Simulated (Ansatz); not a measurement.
A geometry of SiRu away from equilibrium: the start of the relaxation of a relaxed SiRu cell, doubled along one cell vector, shaken by Gaussian noise of σ = 0.08 Å a coordinate. The numbers are results of r2SCAN (plane waves to 500 eV, PAW, scalar-relativistic; Ansatz, a program for electronic structure), not measurements. Γ-centred k-mesh 11×6×11 on the run's cell, Fermi–Dirac smearing 0.05 eV.

```xyz
4
Lattice="2.9131 0.0000 0.0000 0.0000 5.8261 0.0000 0.0000 0.0000 2.9131" Properties=species:S:1:pos:R:3:forces:R:3 pbc="T T T" free_energy=-13061.903 pressure_GPa=3.3
Si     1.4278     1.4431     1.3516    0.0907    0.4673    1.4116
Si     1.4699     4.4087     1.5110   -0.2221   -0.6068   -0.2595
Ru    -0.0165     0.0731     0.0115   -0.0082   -1.6268   -0.2856
Ru    -0.0390     2.8807     0.1328    0.1397    1.7663   -0.8665
```

Positions in Å, forces in eV/Å, free energy of the cell in eV (comparable only within this code, potentials and settings). Largest force: 1.97 eV/Å, on Ru4 (atoms numbered as listed); the geometry lies 0.06 eV/atom above the end of its relaxation.

No spin polarisation in the result.

The first start was generated by placing the elements on the sites of a structure type. Materials Project lists a structure of SiRu in the same space group, Pm-3m (No. 221); the sites were not compared with it, nor with measured phases.
